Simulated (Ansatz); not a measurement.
Data:

HfB₂ in space group P6/mmm (No. 191; Hf on 1a, B on 2d), a = 3.1032 Å, b = 3.1032 Å, c = 3.4220 Å, α = 90.00°, β = 90.00°, γ = 120.00°.

This is the LDA-relaxed structure.

Q: All from DFT-LDA in the program Ansatz with PAW potentials, unless another level is named. Estimate the electronic character.

A: metallic (no gap).

Q: Give the formation energy from the elements (no fitted shifts).

A: -1.10 eV/atom.

Q: And the density of states at the Fermi level?

A: 0.08 states/eV per atom (mean over ±0.08 eV).

Symmetry was held in the LDA relaxation; of distortions, only those at the zone centre were tested. No spin polarisation was allowed. The references are the lowest solids computed at this level, not always the standard phases. Scalar-relativistic: spin–orbit coupling is off unless named, which matters more the heavier the elements.

Potentials: the later of the program's two PAW sets.
